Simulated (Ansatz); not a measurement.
Put TiPdC₄N₄ in P-43m (No. 215): Ti on 1b; Pd on 1a; C on 4e; N on 4e. A trial structure of TiPdC₄N₄ was built thus: two interpenetrating cyanide-bridged diamond nets.

Computed with Ansatz, DFT PBE, scalar-relativistic, plane waves, PAW. Cutoff 420 eV, Γ-centred mesh, Gaussian smearing, no spin polarisation.

Formation energies are uncorrected and refer to the elements' standard structures at the same level (N₂ as a molecule).

**Question.** Give the relaxed lattice parameters and positions.

**Answer.**

Space group P-43m (No. 215). a = 5.896 Å, b = 5.896 Å, c = 5.896 Å, α = 90.00°, β = 90.00°, γ = 90.00°
```
atom  site  symmetry       x       y       z
  Ti    1b      -43m  0.5000  0.5000  0.5000
  Pd    1a      -43m  0.0000  0.0000  0.0000
   C    4e       .3m  0.1947  0.1947  0.1947
   N    4e       .3m  0.3118  0.3118  0.3118
```

Around Ti lie 4 N at 1.92 Å; around Pd lie 4 C at 1.99 Å; C is surrounded by 1 N at 1.20 Å and 1 Pd at 1.99 Å; N is surrounded by 1 C at 1.20 Å and 1 Ti at 1.92 Å. Another local minimum with the same sites may exist.

**Question.** Where does its energy lie, and is it a metal?

**Answer.** The formation energy is +0.213 eV/atom and the gap on the 6×6×6 mesh of the 10-atom cell is 0.99 eV. A positive value: parting into the elements would lower its energy.

The last run used Gaussian smearing of 0.02 eV. Kohn–Sham gaps at this level usually fall short of measured ones. The reference form of C is held partly by dispersion forces, which this level lacks. Symmetry constrained the relaxation, so the result can be a saddle point.
